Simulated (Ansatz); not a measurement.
Energy landscape of Ge₂Mo

5 relaxations of Ge2Mo ended in 5 distinct structures. All values below come from r2SCAN (plane waves to 500 eV, PAW, scalar-relativistic; Ansatz, a program for electronic structure).

| # | space group | Pearson | type | E − E(lowest) (eV/atom) | V (Å³/atom) | gap (eV, no SOC) | runs ending here |
|---|---|---|---|---|---|---|---|
| 1 | P4₁2₁2 | tP12 | – | 0.000 | 16.34 | 0.07 | 1 |
| 2 | Fddd | oF24 | AFLOW prototype A2B_oF24_70_e_a (C54, as in TiSi2) | 0.01 | 15.30 | 0.00 | 1 |
| 3 | I4/mmm | tI6 | – | 0.19 | 17.15 | 0.00 | 1 |
| 4 | P6/mmm | hP6 | – | 0.46 | 16.98 | 0.00 | 1 |
| 5 | P6/mmm | hP3 | – | 0.49 | 16.66 | 0.00 | 1 |

P4₁2₁2, tP12 is the lowest among the structures calculated here, level within the accuracy with Fddd, oF24, AFLOW prototype A2B_oF24_70_e_a (C54, as in TiSi2).

```cif
data_Ge8Mo4
_chemical_formula_sum 'Mo4 Ge8'
_space_group_name_H-M_alt 'P41212'
_space_group_IT_number 92
_space_group_name_Hall 'P 4abw 2nw'
_cell_length_a 4.82410
_cell_length_b 4.82410
_cell_length_c 8.42512
_cell_angle_alpha 90.000
_cell_angle_beta 90.000
_cell_angle_gamma 90.000
loop_
_atom_site_label
_atom_site_type_symbol
_atom_site_symmetry_multiplicity
_atom_site_Wyckoff_symbol
_atom_site_fract_x
_atom_site_fract_y
_atom_site_fract_z
_atom_site_occupancy
Mo1 Mo 4 a 0.35969 0.35969 0.00000 1
Ge1 Ge 8 b 0.29807 0.34917 0.31367 1
```

Each run could gain symmetry but not lose that of its start, so entries can be saddle points. All of these are generated cells (placed on structure types, drawn at random, substituted or restacked) that were not matched to a known phase here. The real structure of this composition may not be among these. Static energies at zero pressure. No spin polarisation in the result. Gaps of cells over 8 atoms come from the SCF mesh and high-symmetry points alone.
